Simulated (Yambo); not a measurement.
KHgF$_{3}$ (space group Cmmm, No. 65, within 0.06 Å of Pm-3m), G0W0@PBEsol in Yambo with this input:

```
rim_cut
gw0
dyson
el_el_corr
HF_and_locXC
ppa
em1d
RandQpts= 1000000
RandGvec= 1 Ry
EXXRLvcs= 84 Ry
VXCRLvcs= 336 Ry
Chimod= "HARTREE"
% BndsRnXp
 9 | 284 |
%
NGsBlkXp= 7 Ry
% LongDrXp
 1.0 | 1.0 | 1.0 |
%
PPAPntXp= 27.2114 eV
% GbndRnge
 1 | 284 |
%
GTermKind= "BG"
DysSolver= "n"
ExtendOut
```

On a 2×2×2 mesh, with wavefunctions cut at 84 Ry, the gap ((-0.5, -0.5, -0.5) → Γ) is 2.205 eV and the valence edge shifts by -0.958 eV.

Problem. What happens with this change: no random integration?

Solution. The gap falls by 0.093 eV, to 2.112 eV; the shift of the valence edge becomes -0.718 eV. Neither run is shown to be the converged limit.

Spin-orbit coupling is included.

Geometry of the Materials Project entry, not relaxed at this level; primitive cell a = 4.5326 Å, b = 4.5326 Å, c = 4.5244 Å, α = 90.00°, β = 90.00°, γ = 90.11°.

A shift is the quasiparticle energy of the state minus its PBEsol energy.
